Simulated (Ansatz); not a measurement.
Zr$_{3}$ZnN in space group Cmcm (No. 63; Zr on 8f, Zr on 4c, Zn on 4c, N on 4a), r²SCAN in the plane-wave PAW code Ansatz, all energies at zero smearing, with the estimated change up to a 700 eV cutoff added, with one set of potentials and settings (totals compare only within such a set). Cell of 10 atoms (6 Zr, 2 Zn, 2 N): -32601.320 eV.

```
element                reference phase  E (eV/atom)
-------  -----------------------------  -----------
Zr       P6_3/mmc, 2 atoms in the cell   -4195.0260
Zn       P6_3/mmc, 2 atoms in the cell   -3325.6729
N            Pa-3, 8 atoms in the cell    -384.8315
```

Formation energy per atom, worked out: (-32601.320 − 6×(-4195.0260) − 2×(-3325.6729) − 2×(-384.8315))/10 = -1.016 eV/atom (-98 kJ per mol of atoms), at 0 K, without zero-point energy or fitted corrections.

The workflow started from a Materials Project entry (that database holds measured and hypothetical structures alike); the Crystallography Open Database copy checked does not list it. Its standing as an ambient phase is unchecked. The cell was relaxed with r²SCAN under the symmetry of its start; its stability against distortions is not shown here. No spin polarisation was allowed. The references are the lowest solids computed at this level, not always the standard phases (solids in place of the gases).

Potentials: the later of the program's two PAW sets.
